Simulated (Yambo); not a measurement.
## Convergence of the G0W0 gap of Ga2O3

G0W0@PBEsol for Ga$_{2}$O$_{3}$ (corundum, space group R-3c, No. 167) in Yambo. Reference settings: 4×4×4 Γ-centred k mesh, 166 bands and a 7 Ry block in the screening, 166 bands in G with the Bruneval-Gonze terminator, plasmon pole fitted at 27.2 eV. The PBEsol gap (0, 0, 0.25) → Γ on this mesh is 2.79 eV; G0W0 gaps are taken between the same points.

| change from the reference | G0W0 gap (0, 0, 0.25) → Γ (eV) | shift of the valence edge (eV) |
|---|---|---|
| reference settings | 3.84 | -0.56 |
| 79 bands in W, 79 bands in G | 4.15 | -0.42 |
| 116 bands in G | 3.84 | -0.55 |
| 3 Ry block | 3.75 | -0.55 |
| 116 bands in G, no terminator | 3.76 | -0.15 |

The reference isn't shown to be the converged limit.

Spin-orbit splittings are left out.

The standard potential for Ga keeps a d shell in the valence without the s and p states of that shell. In tests on such compounds this moved G0W0 gaps by up to about 0.9 eV, so absolute quasiparticle energies here are unreliable; differences between settings are what counts.

Geometry of the Materials Project entry, not relaxed at this level; primitive cell a = b = c = 5.3317 Å, α = β = γ = 55.89°.

This is not the ordinary phase of the substance.

A shift is the quasiparticle energy of the state minus its PBEsol energy.
